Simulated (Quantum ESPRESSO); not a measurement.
pw.x input (Quantum ESPRESSO 7.5; PBEsol, PseudoDojo standard norm-conserving files, fully relativistic):

```
&CONTROL
  calculation = 'scf'
  pseudo_dir = './pseudo'
  outdir = './out'
  tprnfor = .true.
  tstress = .true.
/
&SYSTEM
  ibrav = 0
  nat = 3
  ntyp = 2
  ecutwfc = 86.0
  ecutrho = 344.0
  occupations = 'smearing'
  smearing = 'fd'
  degauss = 0.002
  nbnd = 60
  noncolin = .true.
  lspinorb = .true.
  assume_isolated = '2D'
/
&ELECTRONS
  conv_thr = 3e-10
/
ATOMIC_SPECIES
Se 78.9710 Se.upf
Pt 195.0840 Pt.upf
CELL_PARAMETERS angstrom
  3.702660799078   0.000000000000   0.000000000000
 -1.851330399539   3.206598313598   0.000000000000
  0.000000000000   0.000000000000  15.600000000000
ATOMIC_POSITIONS crystal
Se   0.333333333000   0.666666667000   0.082813982000
Se   0.666666666333   0.333333333667  -0.082813982000
Pt   0.000000000000   0.000000000333   0.000000000000
K_POINTS automatic
12 12 1 0 0 0
```

End of the output:

```

[...]
     the Fermi energy is    -4.8636 ev
!    total energy              =    -745.98829962 Ry
     estimated scf accuracy    <          3.3E-11 Ry
     smearing contrib. (-TS)   =      -0.00000000 Ry
     internal energy E=F+TS    =    -745.98829962 Ry
     The total energy is F=E-TS. E is the sum of the following terms:
     one-electron contribution =   -3979.24577906 Ry
     hartree contribution      =    1972.13115321 Ry
     xc contribution           =    -143.23579488 Ry
     ewald contribution        =    1404.36212111 Ry
     convergence has been achieved in  10 iterations
     Forces acting on atoms (cartesian axes, Ry/au):
     atom    1 type  1   force =     0.00000000   -0.00000000    0.00193145
     atom    2 type  1   force =     0.00000000    0.00000000   -0.00193145
     atom    3 type  2   force =     0.00000000   -0.00000000    0.00000000
     Total force =     0.002731     Total SCF correction =     0.000021
```
In a gapped system the printed Fermi energy is only some level inside the gap.

Geometry relaxed with PBEsol.
